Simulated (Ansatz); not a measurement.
Ga3Mo in space group I4/mmm (No. 139; Ga on 2b, Ga on 4d, Mo on 2a) at seven volumes, PBE in the plane-wave PAW code Ansatz, shape and atoms relaxed at each. One row is withheld.

```csv
V (Å³/atom),P (GPa)
14.035,?
14.497,9.35
14.960,4.27
15.423,0.00
15.885,-3.58
16.348,-6.60
16.811,-9.11
```

### Question
Fit the shown pressures and predict the withheld one.

### Answer
Third-order Birch–Murnaghan: P = (3/2)B₀(x^(7/2) − x^(5/2))[1 + (3/4)(B′ − 4)(x − 1)] with x = (V₀/V)^(2/3). Least squares on the six rows gives V₀ = 15.423 Å³/atom, B₀ = 130.1 GPa, B′ = 4.82. At V = 14.035, x = 1.0649 and P = 15.41 GPa. The run itself gave 15.41 GPa.

A made-up cell: these elements were put on the sites of a structure type; neither database checked (COD, Materials Project) lists it. Its standing as an ambient phase is unchecked. The PBE relaxation kept the symmetry of its start; whether a distortion lowers the energy is not shown. No spin polarisation was allowed.

Potentials: the earlier of the program's two PAW sets.
